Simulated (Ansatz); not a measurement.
## Sensitivity of the gradients in PbSe with Te replacing Se to the input

Cell: a supercell of PbSe (rock salt type, Fm-3m) built from a structure deposited in the COD, with all atoms left at the host's positions.

Space group Fm-3m (No. 225); a = 18.3639 Å.

```csv
site,Wyckoff,site symmetry,x,y,z
Pb1,32f,.3m,0.3333,0.8333,0.8333
Pb2,24e,4m.m,0.5000,0.0000,0.8333
Pb6,48h,m.m2,0.8333,0.1667,0.0000
Pb27,4a,m-3m,0.0000,0.5000,0.5000
Te,4b,m-3m,0.5000,0.0000,0.0000
Se29,48i,m.m2,0.6667,0.1667,0.0000
Se32,32f,.3m,0.8333,0.1667,0.1667
Se42,24e,4m.m,0.0000,0.5000,0.3333
```

One atom of each set is listed; the run and its k-mesh use a cell of 54 atoms with edges of 12.99, 12.99, 12.99 Å.

Reference run. All values are calculated (Ansatz; DFT, PBE, plane waves and PAW, scalar-relativistic, 420 eV cutoff, Γ-centred 2×2×2 k-points, Fermi–Dirac smearing 0.01 eV), not measured.

Task: The input is changed as follows: `scf.occupations.method`: fermi_dirac → cold; `scf.occupations.width`: 0.01 → 0.1; `basis.ecutwfc`: not typed → 18.4 Ry. What happens to V_zz (10²¹ V/m²) and η?

Result: 

```json
{"site": "Pb1", "V_zz reference": "-0.033", "η reference": "0.00", "V_zz changed": "-0.034", "η changed": "0.00"}
{"site": "Pb2", "V_zz reference": "-7.01", "η reference": "0.00", "V_zz changed": "-6.95", "η changed": "0.00"}
{"site": "Pb6", "V_zz reference": "0.13", "η reference": "0.04", "V_zz changed": "0.13", "η changed": "0.04"}
{"site": "Te", "V_zz reference": "0.00", "η reference": "–", "V_zz changed": "0.00", "η changed": "–"}
{"site": "Se29", "V_zz reference": "0.33", "η reference": "0.03", "V_zz changed": "0.34", "η changed": "0.05"}
{"site": "Se32", "V_zz reference": "-0.042", "η reference": "0.00", "V_zz changed": "-0.039", "η changed": "0.00"}
{"site": "Se42", "V_zz reference": "-0.44", "η reference": "0.00", "V_zz changed": "-0.44", "η changed": "0.00"}
```

The largest change of V_zz is on Pb2, from -7.01 to -6.95. In per cent, |V_zz| changes by -1 on Pb (all sites that start above 0.5). Other sites without a gradient aren't listed. SCF iterations: 8 and 14. New warnings: cutoff below recommended. In the changed run the cutoff of 250 eV lies below the one recommended for these PAW files, yet the gradients stay close to the reference.

On the reference run: The defect repeats with the cell of 54 atoms, so it feels its images: sites between two images don't show the values beside a lone defect, and zeros or small values of η there can come from the images' arrangement. Spin–orbit coupling is left out, which shifts gradients on Pb by a few per cent in wide-gap crystals, and can shift them far more where the calculated gap is small or absent, as here. With a gap of 0.3 eV on this mesh, small gradients can still move by 0.1 × 10²¹ V/m² or more as the k-mesh gets denser. The neighbours have not yet relaxed around the defect (largest force 0.56 eV/Å), and relaxing can change the values around it severalfold.
